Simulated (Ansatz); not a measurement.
One crystal and one scan (energy against volume) at two levels, PBE (plane waves to 420 eV, PAW, scalar-relativistic; Ansatz, a quantum-chemistry and plane-wave program) and r2SCAN (plane waves to 500 eV, PAW, scalar-relativistic; Ansatz), each from its own relaxed cell and on its own mesh.

The crystal is Y (hcp, Mg type); the cell is scaled evenly about its relaxed volume V₀.

The energy includes the smearing's −TS. Y is run without spin polarisation. Y was relaxed with its symmetry unable to fall. With the shape held, the modulus is that of even scaling; a crystal free to change shape is softer. Both scans cover V/V₀ from 0.840 to 1.160.

| quantity | run 1 | run 2 |
|---|---|---|
| Lattice constant a (Å) | 3.683 | 3.656 |
| Lattice constant c (Å) | 5.698 | 5.679 |
| Relaxed volume (Å³/atom) | 33.46 | 32.86 |
| Energy cost of the largest compression (meV/atom) | 136 | 134 |
| Bulk modulus at fixed cell shape B₀ (third-order Birch-Murnaghan fit) (GPa) | 40.4 | 40.6 |

Problem. Which run is which level?

Solution. Run 2 is PBE, run 1 is r2SCAN. PBE gives the lower value for: lattice constant a; lattice constant c; relaxed volume. They agree on: bulk modulus at fixed cell shape B₀ (within 1.5 %). Neither level is exact: the differences show how much the result hangs on the functional.

(A scan under strain: stresses follow from slopes of the energy per volume, elastic moduli from its curvatures.)
